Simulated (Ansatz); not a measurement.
Input:

Mg2Ge:
```
CELL_PARAMETERS angstrom
      0.00000     3.21047     3.21047
      3.21047     0.00000     3.21047
      3.21047     3.21047     0.00000
ATOMIC_POSITIONS crystal
  Mg 0.75000 0.75000 0.75000
  Mg 0.25000 0.25000 0.25000
  Ge 0.00000 0.00000 0.00000
```

This is the PBE-relaxed structure.

**Question.** All from PBE (plane waves, PAW; program Ansatz), unless another level is named. Predict the band gap.

**Answer.** 0.16 eV (indirect).

**Question.** Next, the formation energy from the elements (no fitted shifts)?

**Answer.** -0.27 eV/atom.

**Question.** What about the smallest direct gap on the standard path?

**Answer.** 0.95 eV.

**Question.** What about the valence-band maximum?

**Answer.** at Γ.

**Question.** Give the conduction-band minimum.

**Answer.** at X (3 equivalent valleys).

Space group Fm-3m (anti-fluorite). Symmetry was held in the PBE relaxation. The references are the lowest solids computed at this level, not always the standard phases. Scalar-relativistic: spin–orbit coupling is off unless named, which matters more the heavier the elements.

Potentials: the later of the program's two PAW sets.
